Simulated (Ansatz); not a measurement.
An Ansatz (an electronic-structure program) run. Input:

Ansatz 0.2 input:
```yaml
crystal:
  lattice:
    - [2.9559916791, 0.0, 0.0]
    - [0.0, 2.9559916791, 0.0]
    - [0.0, 0.0, 2.9559916791]
  atoms:
    - { symbol: Al, position: [0.0, 0.0, 0.0] }
    - { symbol: Cu, position: [0.5, 0.5, 0.5] }
kpoints:
  mp_grid: { grid: [14, 14, 14] }
hamiltonian:
  xc: pbesol
  pseudopotentials: { kind: paw }
scf:
  occupations: { method: fermi_dirac, width: 0.1 }
phonons:
  method: dfpt
  response_accuracy: low
  eigenvectors: true
  rigid_motions: translations
```

Output (shortened):

```
Pseudopotential: Al, paw, valence charge 3
Pseudopotential: Cu, paw, valence charge 19
Functional definition: PBEsol
Crystal: 2 atoms, lattice volume = 25.829 Å³
Basis set: ecut = 420 eV, 485 PW (Γ), exchange–correlation on 40×40×40 points (8 copies of the dense FFT grid, shifted against one another)
Bands: 15, of which v1, the nominal top of the filled ones, is band 11 counted from 1 (10 counted from 0)
Symmetry: 48 space group operations
k-points: 288 of 2744 (irreducible under 8 space group operations, time reversal used)
SCF iter   1: F=—  HF=-7113.649781 eV  |F-HF|=—  |Δ(HF+E_count)|=         —  Δρ=1.77e-2  dr2=4.21e-2  ethr=1.77e-3  ⟨swp⟩=4.2  Hψ=19344  notcnv=0
preconditioner: auto → none
SCF iter   2: F=—  HF=-7113.641951 eV  |F-HF|=—  |Δ(HF+E_count)|=   7.83e-3  Δρ=2.84e-3  dr2=1.10e-3  ethr=1.91e-4  ⟨swp⟩=2.7  Hψ=9311  notcnv=0  defer=4
SCF iter   3: F=—  HF=-7113.641481 eV  |F-HF|=—  |Δ(HF+E_count)|=   4.70e-4  Δρ=1.40e-3  dr2=2.56e-4  ethr=4.99e-6  ⟨swp⟩=1.3  Hψ=4641  notcnv=0  defer=4
SCF iter   4: F=—  HF=-7113.641389 eV  |F-HF|=—  |Δ(HF+E_count)|=   9.18e-5  Δρ=8.57e-5  dr2=1.08e-6  ethr=1.16e-6  ⟨swp⟩=2.0  Hψ=6088  notcnv=0  defer=4
SCF iter   5: F=—  HF=-7113.641391 eV  |F-HF|=—  |Δ(HF+E_count)|=   1.98e-6  Δρ=1.09e-5  dr2=1.01e-8  ethr=4.90e-9  ⟨swp⟩=2.0  Hψ=6214  notcnv=0  defer=4
SCF iter   6: F=—  HF=-7113.641391 eV  |F-HF|=—  |Δ(HF+E_count)|=   7.40e-9  Δρ=9.65e-7  dr2=6.62e-11  ethr=4.59e-11  ⟨swp⟩=2.0  Hψ=7565  notcnv=0  defer=4
SCF iter   7: F=-7113.641391 eV  HF=-7113.641391 eV  |F-HF|=9.09e-13  |Δ(HF+E_count)|=  2.64e-11  Δρ=7.34e-8  dr2=3.87e-13  ethr=1.00e-12  ⟨swp⟩=5.0  Hψ=16845  notcnv=0
SCF 1 converged in 7 iterations: F = -7113.641391 eV  dr2 = 3.87e-13
DFPT response loops at Γ: preconditioner auto → Kerker (q_TF=auto, 2.656 Å⁻¹) (partly filled bands, converged f_vac=0.000) …
SCF converged after 7 iterations
Free energy (F): -7113.641391 eV
Harris-Foulkes:  -7113.641391 eV  (|F-HF|=9.09e-13)
Internal energy: -7113.618782 eV  (E = F + TS)
E sigma→0 (E₀):  -7113.630087 eV
Entropy (-TS):   -0.022609 eV (-11.304 meV/atom)
Fermi energy:    13.640869 eV
--- Per-component energies (eV) ---
  E_band       = -421.427088
  E_kinetic    = 325.201753
  E_local      = -5148.698606  (includes V_loc(G=0)·N_el)
  E_nonlocal   = 398.439850
  E_hartree    = 2299.395433
  E_xc         = -129.948638
  E_vxc        = -146.578464  (∫ρ·V_xc dr)
  E_paw        = -2078.596072  (= ΣΔE_a)
  E_vpaw       = -448.582821  (= ΣTr[D̂ρ^β])
  E_aug_tail   = 0.000304  (compensation charges beyond the density's cutoff)
  E_ewald      = -2779.638148
  E_core_change = 0.225341  (= ΣΔE_core)
  E_smearing   = -0.022609  (= −TS)
  E_closure    =  0.000000  (closes the sum)
  Σ components = -7113.641391   (vs F -7113.641391, Δ=0.00e0)
  [band-id]    e_kinetic+e_local+e_nonlocal+2·e_hartree+e_vxc+e_vpaw+e_augmentation_tail = -421.427118   (vs E_band -421.427088, Δ=-3.03e-5)
--- Band table (eV; the first three rows and the last of 288) ---
  k-point 0: bands = ["-100.1750", "-57.6851", "-57.6851", "-57.6851", "1.8111", "8.5591", "8.5591", "9.6616", "9.6616", "9.6616", "17.5637", "17.5637", "17.5637", "20.0252", "20.0252"]
  k-point 1: bands = ["-100.1750", "-57.6855", "-57.6850", "-57.6850", "1.9000", "8.5634", "8.5730", "9.6357", "9.6357", "9.6644", "16.5303", "17.6713", "17.6713", "20.0536", "20.9042"]
  k-point 2: bands = ["-100.1749", "-57.6869", "-57.6849", "-57.6849", "2.1655", "8.5634", "8.6123", "9.5651", "9.5651", "9.6724", "14.8563", "17.9876", "17.9876", "20.1380", "22.0114"]
  k-point 287: bands = ["-100.1735", "-57.6931", "-57.6931", "-57.6931", "7.9981", "7.9981", "7.9981", "10.0902", "10.0902", "14.2752", "14.2752", "14.2752", "15.7613", "15.9615", "15.9615"]
--- Phonons (Γ-DFPT): 2 representative perturbations + reference, on 288 of 2744 k-points (Σ response iterations 6) ---
  ASR residual: 3.532e-4 → 0.000e0 eV/Å²; symmetrization residual: 1.836e-6 eV/Å²
  ASR residual per site (eV/Å²): 4.19e-5 3.53e-4
  Γ frequencies (cm⁻¹): 0.00 0.00 0.00 253.76 253.76 253.76
  non-analytic LO–TO correction: not included (Born effective charges unavailable; polar crystals: no LO–TO splitting at Γ)
```

Cost: very roughly 20 core-seconds on shared cores.

Space group Pm-3m (CsCl type). The first step of the workflow began from a Materials Project structure, measured or hypothetical; the Crystallography Open Database copy checked does not list it. COD files the formula under space group No. 12. Its standing as an ambient phase is unchecked. Symmetry was held in the PBEsol relaxation. At this level the phase is mechanically unstable. No spin polarisation was allowed. As this level gives no gap, phonon frequencies hold no LO–TO term and depend on the k-mesh and smearing (Fermi–Dirac, 0.1 eV here).

Potentials: the later of the program's two PAW sets.

Ansatz is a plane-wave DFT program.
